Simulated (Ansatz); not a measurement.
CsPbCl3 in space group Amm2 (No. 38; Pearson symbol oS20), LDA (plane waves, PAW; program Ansatz), all energies at zero smearing, with the estimated change up to a 700 eV cutoff added, with one set of potentials and settings (totals compare only within such a set). Cell of 10 atoms (2 Cs, 2 Pb, 6 Cl): -40493.790 eV.

| element | reference phase | E (eV/atom) |
|---|---|---|
| Cs | P6_3/mmc, 2 atoms in the cell | -5504.8697 |
| Pb | Fm-3m, 1 atoms in the cell | -11602.3592 |
| Cl | Cmce, 4 atoms in the cell | -1044.0601 |

Formation energy per atom, worked out: (-40493.790 − 2×(-5504.8697) − 2×(-11602.3592) − 6×(-1044.0601))/10 = -1.497 eV/atom (-144 kJ per mol of atoms), at 0 K, without zero-point energy or fitted corrections.

The workflow started from a Materials Project entry (that database holds measured and hypothetical structures alike); the Crystallography Open Database copy checked does not list it. COD files the formula under space group No. 221, so this cell is another polymorph or a model. Its standing as an ambient phase is unchecked. Symmetry was held in the LDA relaxation; phonons on a q-mesh show weakly imaginary modes. The references are the lowest solids computed at this level, not always the standard phases (solids in place of the gases). Scalar-relativistic: spin–orbit coupling is off unless named, which matters more the heavier the elements.

Potentials: the later of the program's two PAW sets.
